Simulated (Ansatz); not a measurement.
A plane-wave DFT run in Ansatz 0.2.0 (scalar-relativistic PAW potentials unless the input names others): input and command.

```yaml
crystal:
  lattice:
    - [3.0002061596, 0.0, 0.0]
    - [0.0, 3.0002061596, 0.0]
    - [0.0, 0.0, 3.4178808841]
  atoms:
    - { symbol: Nb, position: [0.0, 0.0, 0.0] }
    - { symbol: Rh, position: [0.5, 0.5, 0.5] }
basis:
  ecutwfc: 420
kpoints:
  mp_grid: { grid: [18, 18, 14] }
hamiltonian:
  xc: b3-lyp
scf:
  occupations: { method: gaussian, width: 0.15 }
  max_iter: 75
output:
  forces: true
  eigenvalues: true
  stress: true
```

```bash
ansatz run input.yaml --threads 1 --pin off --max-ram 1228MiB --backend cpu --events-out ev --progress --plain --runs-dir out
```

Task: What is wrong with this input?

Result: The program refuses it, because of an unknown functional (hamiltonian.xc: "pbesol" → "b3-lyp"; the functional meant is spelt b3lyp). With the sound run's settings it is accepted.

Abridged log:
```
Error: YAML parse error: error: line 14 column 7: hamiltonian.xc: unknown variant `b3-lyp`, expected one of `lda`, `lda-pw`, `pw92`, `pbe`, `pbesol`, `rpbe`, `revpbe`, `blyp`, `pbe0`, `revpbe0`, `b3lyp`, `b3lyp5`, `hse06`, `wpbeh`, `hiss`, `lc_wpbe`, `cam_b3lyp`, `hf`, `r2scan`, `r2scanh`, `r2scan0`, `r2scan50`, `mr2scan`
  --> <input>:14:7
   |
12 |   mp_grid: { grid: [18, 18, 14] }
13 | hamiltonian:
14 |   xc: b3-lyp
   |       ^ hamiltonian.xc: unknown variant `b3-lyp`, expected one of `lda`, `lda-pw`, `pw92`, `pbe`, `pbesol`, `rpbe`, `revpbe`, `blyp`, `pbe0`, `revpbe0`, `b3lyp`, `b3lyp5`, `hse06`, `wpbeh`, `hiss`, `lc_wpbe`, `cam_b3lyp`, `hf`, `r2scan`, `r2scanh`, `r2scan0`, `r2scan50`, `mr2scan`
15 | scf:
16 |   occupations: { method: gaussian, width: 0.15 }
   |
```